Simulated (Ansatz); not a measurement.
Sc3InB:
```yaml
crystal:
  lattice:
    - [4.68128, 0.00000, 0.00000]
    - [0.00000, 4.68128, 0.00000]
    - [0.00000, 0.00000, 4.68128]
  atoms:
    - { symbol: B, position: [0.50000, 0.50000, 0.50000] }
    - { symbol: In, position: [0.00000, 0.00000, 0.00000] }
    - { symbol: Sc, position: [0.00000, 0.50000, 0.50000] }
    - { symbol: Sc, position: [0.50000, 0.00000, 0.50000] }
    - { symbol: Sc, position: [0.50000, 0.50000, 0.00000] }
```

Relaxed with r²SCAN. Special points in fractions of this cell's reciprocal vectors: Γ (0.000, 0.000, 0.000); X (0.000, 0.500, 0.000); M (0.500, 0.500, 0.000); R (0.500, 0.500, 0.500).

Task: List the band energies nearest the Fermi level at these points for plane-wave PAW r²SCAN with spin–orbit coupling (Ansatz code).

Result: In eV from the Fermi level; about four levels below and three above (degenerate sets whole), none deeper than 8.9 eV; points with the same levels are listed once.

```
k                    below                          above
-  -----------------------  -----------------------------
Γ  -0.26 -0.26 -0.26 -0.26            0.16 0.16 0.16 0.16
X  -0.23 -0.23 -0.12 -0.12            0.86 0.86 1.18 1.18
M  -0.42 -0.42 -0.17 -0.17            1.79 1.79 1.79 1.79
R  -0.82 -0.82 -0.82 -0.82  2.04 2.04 2.04 2.04 2.04 2.04
```

Space group Pm-3m (anti-perovskite). The workflow started from an entry of the Crystallography Open Database (COD). Whether it is the stable phase at ambient conditions was not checked. The r²SCAN relaxation kept the symmetry of its start; of distortions, only those at the zone centre were tested. The run is not spin-polarised.

Potentials: the later of the program's two PAW sets.
